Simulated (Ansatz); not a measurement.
Input:

BN:
```cif
data_B6N6
_chemical_formula_sum 'B6 N6'
_space_group_name_H-M_alt 'P63mc'
_space_group_IT_number 186
_space_group_name_Hall 'P 6c -2c'
_cell_length_a 2.54660
_cell_length_b 2.54660
_cell_length_c 12.52967
_cell_angle_alpha 90.000
_cell_angle_beta 90.000
_cell_angle_gamma 120.000
loop_
_atom_site_label
_atom_site_type_symbol
_atom_site_symmetry_multiplicity
_atom_site_Wyckoff_symbol
_atom_site_fract_x
_atom_site_fract_y
_atom_site_fract_z
_atom_site_occupancy
B1 B 2 a 0.00000 0.00000 0.00006 1
B2 B 2 b 0.33333 0.66667 0.33267 1
B3 B 2 b 0.66667 0.33333 0.16656 1
N1 N 2 a 0.00000 0.00000 0.37441 1
N2 N 2 b 0.33333 0.66667 0.20808 1
N3 N 2 b 0.66667 0.33333 0.04192 1
```

This is the PBEsol-relaxed structure.

Question: All from PBEsol (plane waves, PAW; program Ansatz), unless another level is named. Give the Hill bulk and shear moduli.

Answer: 386 and 389 GPa.

Question: And the highest zone-centre frequency (without LO–TO term)?

Answer: 1262 cm⁻¹.

Space group P6_3mc. The cell is a constructed one: a structure type filled with these elements. Its sites differ from those of the usual phase in this space group: another stacking or structure type. Symmetry was held in the PBEsol relaxation; of distortions, only those at the zone centre were tested.

Potentials: the later of the program's two PAW sets.
